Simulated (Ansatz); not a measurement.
AgI (zinc blende, F-43m), a = b = c = 6.450 Å, α = β = γ = 90.00°; the cell used has 2 atoms.

This is the PBEsol-relaxed structure.

Task: All from DFT-PBEsol in the program Ansatz with PAW potentials, unless another level is named. Predict the largest static χ(2) component.

Result: 9.3 pm/V.

Task: What about the Born charges (a third of the trace)?

Result: Ag +1.21, I -1.21 e.

Task: Give the electronic dielectric constant ε∞ (DFPT).

Result: 5.58.

The PBEsol relaxation kept the symmetry of its start. The run is not spin-polarised. Spin–orbit coupling is left out wherever it is not named.

Potentials: the earlier of the program's two PAW sets. The files were generated under PBE; for other functionals the program regenerates the frozen cores, and for LDA and PBEsol the local potential too.
